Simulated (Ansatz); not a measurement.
ScCo (CsCl type, Pm-3m) under volume change, plane-wave PAW PBEsol (Ansatz code), scaled uniformly.

```
V (Å³/atom)  E − E(relaxed) (meV/atom)  P (GPa)
-----------  -------------------------  -------
13.184                            57.0    15.15
13.619                               …        …
14.053                               …        …
14.488                             0.0     0.01
14.923                             5.1    -3.69
15.357                            19.6    -6.87
15.792                            42.0    -9.60
```

Task: Fill in the missing entries.

Result: 
- 13.619, E − E(relaxed) (meV/atom): 24.0
- 13.619, P (GPa): 9.31
- 14.053, E − E(relaxed) (meV/atom): 5.7
- 14.053, P (GPa): 4.31

Task: What does a third-order Birch–Murnaghan fit give for V₀, B₀ and B′?

Result: V₀ = 14.49 Å³/atom, B₀ = 133 GPa, B′ = 4.0.

The workflow started from a Materials Project entry (that database holds measured and hypothetical structures alike); the Crystallography Open Database files this formula in space group No. 221, but the cells were not matched. Whether it is the stable phase at ambient conditions was not checked. The cell was relaxed with PBEsol under the symmetry of its start; of distortions, only those at the zone centre were tested. The workflow began spin-polarised and lost its moments.

Potentials: the later of the program's two PAW sets.
